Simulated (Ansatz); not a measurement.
Q: Each is relaxed and computed with LDA (plane waves, PAW; program Ansatz). Which is the only metal?
(A) LuSi2, P6/mmm (Lu on 1a, Si on 2d)
(B) SiO2, Ama2 (Si on 8c, O on 4a, O on 8c, O on 4b)
(C) SiGe, wurtzite
(D) SiH8N2F6, P6_3mc (Pearson symbol hP34)

A: A, LuSi2, P6/mmm (Lu on 1a, Si on 2d). LuSi2: metal; SiGe: gap 0.32 eV (indirect); SiH8N2F6: gap 7.19 eV (direct); SiO2: gap 5.63 eV (direct). Not the usual ambient phase: SiO2, Ama2 (Si on 8c, O on 4a, O on 8c, O on 4b). Relaxed far from the usual cell of the phase: SiH8N2F6, P6_3mc (Pearson symbol hP34). Standing as an ambient phase not checked: LuSi2, P6/mmm (Lu on 1a, Si on 2d); SiGe, wurtzite. Weakly bound layers, chains or molecules computed without a dispersion correction, so cells and soft constants are ill determined: SiH8N2F6, P6_3mc (Pearson symbol hP34). Unstable at this level: LuSi2, P6/mmm (Lu on 1a, Si on 2d); SiH8N2F6, P6_3mc (Pearson symbol hP34). All cells were relaxed under the symmetry of their starts (and spin orders); stability against distortions was not tested throughout. Scalar-relativistic: spin–orbit coupling is off unless named, which matters more the heavier the elements.

Potentials: the later of the program's two PAW sets.
